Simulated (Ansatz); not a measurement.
HfC:
```cif
data_CHf
_chemical_formula_sum 'Hf1 C1'
_space_group_name_H-M_alt 'P 1'
_space_group_IT_number 1
_cell_length_a 3.22664
_cell_length_b 3.22664
_cell_length_c 2.90160
_cell_angle_alpha 90.000
_cell_angle_beta 90.000
_cell_angle_gamma 120.000
loop_
_space_group_symop_operation_xyz
  'x, y, z'
loop_
_atom_site_label
_atom_site_type_symbol
_atom_site_fract_x
_atom_site_fract_y
_atom_site_fract_z
_atom_site_occupancy
Hf1 Hf 0.00000 0.00000 0.00000 1
C1 C 0.33333 0.66667 0.50000 1
```

This is the r²SCAN-relaxed structure.

Q: All from r²SCAN in the plane-wave PAW code Ansatz, unless another level is named. Give the electronic character.

A: metallic (no gap).

Q: Predict the formation energy from the elements (no fitted shifts).

A: -0.28 eV/atom.

Q: Predict the gap with spin–orbit coupling.

A: none (metallic).

Space group P-6m2. The start of the workflow was typed in or built on a structure type; neither database checked (COD, Materials Project) lists it. It is not the phase usual at ambient conditions (space group No. 225). The cell was relaxed with r²SCAN under the symmetry of its start; whether a distortion lowers the energy is not shown. The run is not spin-polarised. The references are the lowest solids computed at this level, not always the standard phases. Spin–orbit coupling is left out wherever it is not named.

Potentials: the earlier of the program's two PAW sets.
